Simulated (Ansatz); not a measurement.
In₅AgSe₈:
```
CELL_PARAMETERS angstrom
      5.83837     0.00000     0.00000
      0.00000     5.83837     0.00000
      0.00000     0.00000    11.95270
ATOMIC_POSITIONS crystal
  In 0.50000 0.00000 0.25316
  In 0.00000 0.50000 0.74684
  In 0.50000 0.00000 0.74684
  In 0.00000 0.50000 0.25316
  In 0.50000 0.50000 0.00000
  Ag 0.00000 0.00000 0.50000
  Se 0.77173 0.77173 0.11250
  Se 0.77173 0.22827 0.88750
  Se 0.22827 0.22827 0.11250
  Se 0.22827 0.77173 0.88750
  Se 0.27103 0.72897 0.37980
  Se 0.72897 0.72897 0.62020
  Se 0.72897 0.27103 0.37980
  Se 0.27103 0.27103 0.62020
```

Relaxed with r²SCAN.

**Question.** Map the valence electron density (e/Å³), cut off at 0.8 on the plane through (0.500, 0.500, 0.000) spanned by u = [0, 0, 1] and v = [1, 1, 0] in lattice vectors, from the program Ansatz at the r²SCAN level (PAW).

**Answer.** x is the fraction of u, y of v (the angle between them is 90°; rows are the nearest grid lines); atoms in the plane: In at (0.00, 0.00), Ag at (0.50, 0.50), Se at (0.11, 0.27), Se at (0.11, 0.73), Se at (0.62, 0.23), Se at (0.62, 0.77).
```
y \ x   0.000  0.100  0.175  0.275  0.375  0.450  0.550  0.625  0.725  0.825  0.900   1.00
------  -----  -----  -----  -----  -----  -----  -----  -----  -----  -----  -----  -----
1.00    0.800  0.208  0.027  0.020  0.054  0.029  0.029  0.054  0.020  0.027  0.208  0.800
0.925   0.800  0.220  0.060  0.022  0.040  0.024  0.097  0.234  0.049  0.024  0.122  0.800
0.850   0.247  0.598  0.258  0.031  0.020  0.019  0.444  0.800  0.162  0.021  0.039  0.247
0.775   0.183  0.800  0.800  0.048  0.012  0.022  0.800  0.800  0.276  0.021  0.014  0.183
0.700   0.166  0.800  0.800  0.045  0.016  0.044  0.556  0.800  0.197  0.020  0.012  0.166
0.625   0.078  0.800  0.323  0.026  0.038  0.253  0.366  0.331  0.070  0.021  0.023  0.078
0.550   0.028  0.111  0.058  0.016  0.076  0.800  0.800  0.103  0.021  0.027  0.042  0.028
0.450   0.028  0.111  0.058  0.016  0.076  0.800  0.800  0.103  0.021  0.027  0.042  0.028
0.375   0.078  0.800  0.323  0.026  0.038  0.253  0.366  0.331  0.070  0.021  0.023  0.078
0.300   0.166  0.800  0.800  0.045  0.016  0.044  0.556  0.800  0.197  0.020  0.012  0.166
0.225   0.183  0.800  0.800  0.048  0.012  0.022  0.800  0.800  0.276  0.021  0.014  0.183
0.150   0.247  0.598  0.258  0.031  0.020  0.019  0.444  0.800  0.162  0.021  0.039  0.247
0.0750  0.800  0.220  0.060  0.022  0.040  0.024  0.097  0.234  0.049  0.024  0.122  0.800
0.000   0.800  0.208  0.027  0.020  0.054  0.029  0.029  0.054  0.020  0.027  0.208  0.800
```

The density is the valence pseudo-density with augmentation charge, so density and ELF within about 1 Å of a nucleus are not all-electron values.

Space group P-42m. The first step of the workflow began from a Materials Project structure, measured or hypothetical; the Crystallography Open Database files this formula in space group No. 111, but the cells were not matched. Its standing as an ambient phase is unchecked. Symmetry was held in the r²SCAN relaxation; its stability against distortions is not shown here. No spin polarisation was allowed.

Potentials: the later of the program's two PAW sets.
